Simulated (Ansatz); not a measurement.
# InF: from a first guess to the relaxed wurtzite type

First guess:

```xyz
4
Lattice="3.4048 0.0000 0.0000 -1.7024 2.9487 0.0000 0.0000 0.0000 5.5498" Properties=species:S:1:pos:R:3 pbc="T T T"
In    0.0000    1.9658    0.0000
In    1.7024    0.9829    2.7749
F     0.0000    1.9658    2.0867
F     1.7024    0.9829    4.8617
```

Method: Ansatz 0.2.0, DFT, PBE, PAW with Ansatz's default frozen-core files, scalar-relativistic.

Cell and atoms relax within the symmetry of the start on a 14×14×8 k mesh with 0.05 eV Fermi–Dirac smearing.

The start is built from a prototype, known or not as a phase of this compound; the cutoff is 420 eV.

Spin–orbit coupling is left out, though it moves levels of the heavy atoms by tenths of an eV or more.

What is the pressure of the first guess?

62.0 GPa.

What does it relax to?

a = 3.644 Å, b = 3.644 Å, c = 8.905 Å, α = 90.00°, β = 90.00°, γ = 120.00° (conventional cell), 25.61 Å³ per atom:
```cif
data_structure
_symmetry_space_group_name_H-M 'P6_3mc'
_symmetry_Int_Tables_number 186
_cell_length_a 3.6443
_cell_length_b 3.6443
_cell_length_c 8.9051
_cell_angle_alpha 90.000
_cell_angle_beta 90.000
_cell_angle_gamma 120.000
_cell_volume 102.42
loop_
_atom_site_label
_atom_site_type_symbol
_atom_site_symmetry_multiplicity
_atom_site_Wyckoff_symbol
_atom_site_fract_x
_atom_site_fract_y
_atom_site_fract_z
_atom_site_occupancy
In1 In 2 b 0.33333 0.66667 0.00881 1
F1 F 2 b 0.33333 0.66667 0.36719 1
```

How much energy does the relaxation release?

1471 meV/atom.
